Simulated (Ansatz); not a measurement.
Consider the following.

Starting cell, SiO2 (rutile):

```
CELL_PARAMETERS angstrom
      4.19454     0.00000     0.00000
      0.00000     4.19454     0.00000
      0.00000     0.00000     2.67824
ATOMIC_POSITIONS crystal
  Si 0.50000 0.50000 0.50000
  Si 0.00000 0.00000 0.00000
  O  0.80605 0.80605 0.50000
  O  0.30605 0.69395 0.00000
  O  0.69395 0.30605 0.00000
  O  0.19395 0.19395 0.50000
```

In this cell atom 5 (O, nearest neighbour Si at 1.765 Å; its periodic images, 2.7 Å or more away, move with it) is moved by s along Cartesian x, unit vector (1.000, 0.000, 0.000); all other atoms and the cell stay fixed.

These are PBEsol (plane waves to 420 eV, PAW, scalar-relativistic; Ansatz, a program for electronic structure) values and carry that method's errors. k mesh 6×6×10 (Γ-centred), Fermi-Dirac smearing 0.05 eV. The energy includes the smearing's −TS. SiO2 was relaxed with its symmetry unable to fall. The PAW data are Ansatz's earlier set. The zero of ΔE is the undisplaced structure.

The scan covers s from -0.180 to 0.180 Å in 11 points.

Problem. Is this a single well or a double well?

Solution. A single well with its minimum at or next to zero displacement.

Problem. What is the force constant k = d²E/ds² of this move at s = 0?

Solution. 21.5 eV/Å².

(For displaced atoms, the force is minus the slope of the energy, and its curvature is a force constant, which sets phonon frequencies.)
